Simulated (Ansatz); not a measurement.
Relaxed-ion elastic tensor of Sb2S3 in space group Pnma (No. 62; Pearson symbol oP20) in GPa (Voigt order), LDA in the plane-wave PAW code Ansatz; density 4.97 g/cm³, 22.71 Å³ per atom.

```
45.2  22.2  18.5   0.0   0.0   0.0
22.2   104  33.6   0.0   0.0   0.0
18.5  33.6  68.3   0.0   0.0   0.0
 0.0   0.0   0.0  35.6   0.0   0.0
 0.0   0.0   0.0   0.0  18.8   0.0
 0.0   0.0   0.0   0.0   0.0  11.4
```

**Question.** Is the crystal mechanically stable?

**Answer.** Yes: the smallest eigenvalue of C is 11.4 GPa.

**Question.** Work out the Voigt, Reuss and Hill averages.

**Answer.** K_V = 40.6, K_R = 34.8, K_H = 37.7; G_V = 22.7, G_R = 19.0, G_H = 20.9 GPa.

**Question.** Give Young's modulus, Poisson's ratio, Pugh's ratio and the universal anisotropy index.

**Answer.** E = 9KG/(3K + G) = 52.8 GPa; ν = 0.27; K/G = 1.81 (near the Pugh limit of 1.75, no verdict); A_U = 5G_V/G_R + K_V/K_R − 6 = 1.13.

**Question.** Estimate the sound speeds and the Debye temperature.

**Answer.** v_l = √((K + 4G/3)/ρ) = 3630 m/s, v_t = √(G/ρ) = 2050 m/s, mean 2280 m/s; Θ = (h/k)(3n/4πV)^(1/3) v_m = 240 K.

**Question.** Solve the Christoffel equation for the three sound speeds along x, y, z.

**Answer.** Eigenvalues of C_ijkl n_j n_l equal ρv². In km/s, slowest first: x 1.52, 1.95, 3.02; y 1.52, 2.68, 4.57; z 1.95, 2.68, 3.71.

**Question.** How much does each axis shrink under pressure?

**Answer.** Linear compressibilities β_i = Σ_j S_ij (j = 1 to 3): x 17, y 3.3, z 8.4 per TPa.

The cell was relaxed with LDA under the symmetry of its start; of distortions, only those at the zone centre were tested. A crystal of weakly bound chains computed without a dispersion correction: the cell and the soft elastic constants depend strongly on that. Spin–orbit coupling is left out wherever it is not named.

Potentials: the later of the program's two PAW sets.
